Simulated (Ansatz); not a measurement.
## Slab of CsCl AlNi (110), 2 layers

The slab is cut from the CsCl crystal, which needn't be the stable phase, as relaxed on PAW files (12.11 Å³/atom), with 16 Å of vacuum and a dipole correction:

```xyz
4
Lattice="2.8936 0.0000 0.0000 0.0000 4.0921 0.0000 0.0000 0.0000 18.0461" Properties=species:S:1:pos:R:3 pbc="T T T"
Ni    2.1702    0.0000    8.0000
Al    0.7234    2.0461    8.0000
Ni    2.1702    2.0461   10.0461
Al    0.7234    0.0000   10.0461
```

Computed with Ansatz 0.2.0; functional PBE, scalar-relativistic. Settings: a Γ-centred 13×9×1 k mesh, Fermi–Dirac smearing of 0.1 eV, no spin polarisation. Methods: LAPW: all electrons, basis error target 1 meV/atom; PAW: frozen-core files, cutoff 420 eV.

The bulk energy comes from a cell in the slab's orientation on a 13×9×9 mesh. The surface energy is (E(slab) − N·E(bulk))/2A at zero smearing, the mean of both faces; thin slabs carry quantum-size effects.

Spin polarisation is left out, though a magnetic state may lie lower.

Problem. As cut, the LAPW slab lies 2.426 eV above 4 atoms of bulk. What surface energy is that?

Solution. Over two faces of 11.84 Å² it is 102.4 meV/Å², and times 16.02 J/m² per eV/Å² that gives γ = 1.641 J/m².

Problem. What do relaxation and the other method give, and what work function comes out?

Solution. 

```json
{"method": "LAPW", "γ as cut (J/m²)": "1.641", "γ relaxed (J/m²)": "1.625", "Φ as cut (eV)": "4.82", "Φ relaxed (eV)": "4.77"}
{"method": "PAW", "γ as cut (J/m²)": "1.640", "γ relaxed (J/m²)": "1.624", "Φ as cut (eV)": "4.82", "Φ relaxed (eV)": "4.77"}
```

Problem. How do the spacings between the planes relax?

Solution. From the bottom face up: d12 -1.4 % of 2.046 Å. The outer plane rumples by 0.137 Å.
